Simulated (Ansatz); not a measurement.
Hf₂SnC:
```
CELL_PARAMETERS angstrom
      3.33380     0.00000     0.00000
     -1.66690     2.88715     0.00000
      0.00000     0.00000    14.39399
ATOMIC_POSITIONS crystal
  Hf 0.33333 0.66667 0.08500
  Hf 0.66667 0.33333 0.91500
  Hf 0.66667 0.33333 0.58500
  Hf 0.33333 0.66667 0.41500
  Sn 0.33333 0.66667 0.75000
  Sn 0.66667 0.33333 0.25000
  C  0.00000 0.00000 0.00000
  C  0.00000 0.00000 0.50000
```

Relaxed with r²SCAN. Special points in fractions of this cell's reciprocal vectors: Γ (0.000, 0.000, 0.000); M (0.500, 0.000, 0.000); K (0.333, 0.333, 0.000); A (0.000, 0.000, 0.500); L (0.500, 0.000, 0.500); H (0.333, 0.333, 0.500).

### Question
List the band energies nearest the Fermi level at these points for r²SCAN with spin–orbit coupling (plane waves, PAW; program Ansatz).

### Answer
In eV from the Fermi level; about four levels below and three above (degenerate sets whole), none deeper than 8.9 eV; points with the same levels are listed once.

```csv
k,below,above
Γ,-3.26 -3.26 -2.73 -2.73,0.06 0.06 0.80 0.80
M,-2.00 -2.00 -1.94 -1.94,1.29 1.29 1.60 1.60
K,-2.28 -2.28 -0.59 -0.59,0.86 0.86 1.18 1.18
A,-3.27 -3.27 -3.27 -3.27,0.50 0.50 0.50 0.50
L,-1.96 -1.96 -1.96 -1.96,1.64 1.64 1.64 1.64
H,-2.22 -2.22 -0.04 -0.04,0.10 0.10 1.10 1.10
```

Space group P6_3/mmc. The workflow started from a Materials Project entry (that database holds measured and hypothetical structures alike); the Crystallography Open Database copy checked does not list it. Its standing as an ambient phase is unchecked. Symmetry was held in the r²SCAN relaxation; whether a distortion lowers the energy is not shown. No spin polarisation was allowed.

Potentials: the later of the program's two PAW sets.
